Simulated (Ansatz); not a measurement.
# NaCl: a fit and a missing row

NaCl, Fm-3m, a = 5.602 Å. Ansatz: PBEsol, PAW, 420 eV, Γ-centred 8×8×8 mesh on 2 atoms, Gaussian smearing 0.02 eV; no spin polarisation. Symmetry fixes shape and atoms, so the cell is only scaled; pressure is positive in compression.

| V (Å³/atom) | P (GPa) |
| --- | --- |
| 19.337 | 4.47 |
| 19.997 | 3.05 |
| 20.656 | 1.85 |
| 21.315 | 0.85 |
| 21.974 | 0.00 |
| 22.634 | ? |
| 23.293 | -1.31 |
| 24.172 | -1.97 |

Problem. Take V0 = 21.974 Å³/atom, fit the third-order Birch–Murnaghan form to the other rows, and predict the missing pressure.

Solution. With the Eulerian strain f = ½[(V0/V)^(2/3) − 1] and y = P/[3f(1 + 2f)^(5/2)], the form is the line y = B0 + 1.5 B0 (B0′ − 4) f. Rows (f, y): 0.04448, 27.07; 0.03243, 26.79; 0.02105, 26.43; 0.01025, 26.27; -0.01906, 25.25; -0.03079, 25.00. Means f = 0.009727, y = 26.135; Σ(Δf)² = 0.004322, ΣΔfΔy = 0.1222; the slope is their ratio. y = 25.86 + 28.28 f GPa, so B0 = 25.9 GPa and B0′ = 4 + 2 × (28.28)/(3 × 25.86) = 4.73. At V = 22.634, f = -0.00977, y = 25.584 and P = -0.71 GPa. The run gave -0.71 GPa, the same to the digits shown.